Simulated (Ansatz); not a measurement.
SiBMo:
```
CELL_PARAMETERS angstrom
      1.56646    -6.65107     0.00000
      1.56646     6.65107     0.00000
      0.00000     0.00000     3.14551
ATOMIC_POSITIONS crystal
  Si 0.70214 0.29786 0.25000
  Si 0.29786 0.70214 0.75000
  B  0.46753 0.53247 0.75000
  B  0.53247 0.46753 0.25000
  Mo 0.10262 0.89738 0.75000
  Mo 0.89738 0.10262 0.25000
```

Relaxed with r²SCAN. Special points in fractions of this cell's reciprocal vectors: Γ (0.000, 0.000, 0.000); Y (-0.500, 0.500, 0.000); C0 (-0.264, 0.736, 0.000); Σ0 (0.264, 0.264, 0.000); Z (0.000, 0.000, 0.500); A0 (0.264, 0.264, 0.500); E0 (-0.264, 0.736, 0.500); T (-0.500, 0.500, 0.500); S (0.000, 0.500, 0.000); R (0.000, 0.500, 0.500).

Question: List the band energies nearest the Fermi level at these points for the program Ansatz at the r²SCAN level (PAW).

Answer: In eV from the Fermi level; about four levels below and three above (degenerate sets whole), none deeper than 8.9 eV; points with the same levels are listed once.

| k | below | above |
|---|---|---|
| Γ | -2.79 -2.45 -0.42 -0.25 | 0.03 0.76 1.25 |
| Y | -1.59 -0.83 -0.32 -0.20 | 0.11 2.03 2.65 |
| C0 | -3.18 -2.94 -1.60 -0.41 | 0.83 0.97 1.49 |
| Z | -1.09 -1.09 -1.03 -1.03 | 1.68 1.68 2.58 2.58 |
| A0 | -4.66 -4.66 -3.11 -3.11 | 1.14 1.14 1.89 1.89 |
| T | -1.59 -1.59 -1.14 -1.14 | 1.61 1.61 3.05 3.05 |
| S | -3.18 -2.93 -1.62 -0.49 | 0.77 1.08 1.39 |
| R | -4.55 -4.55 -3.13 -3.13 | 1.21 1.21 1.89 1.89 |

Space group Cmcm. The start of the workflow was typed in or built on a structure type; neither database checked (COD, Materials Project) lists it. Whether it is the stable phase at ambient conditions was not checked. The cell was relaxed with r²SCAN under the symmetry of its start; its stability against distortions is not shown here. The run is not spin-polarised. Spin–orbit coupling is left out wherever it is not named.

Potentials: the earlier of the program's two PAW sets. The files were generated under PBE; for other functionals the program regenerates the frozen cores, and for LDA and PBEsol the local potential too.
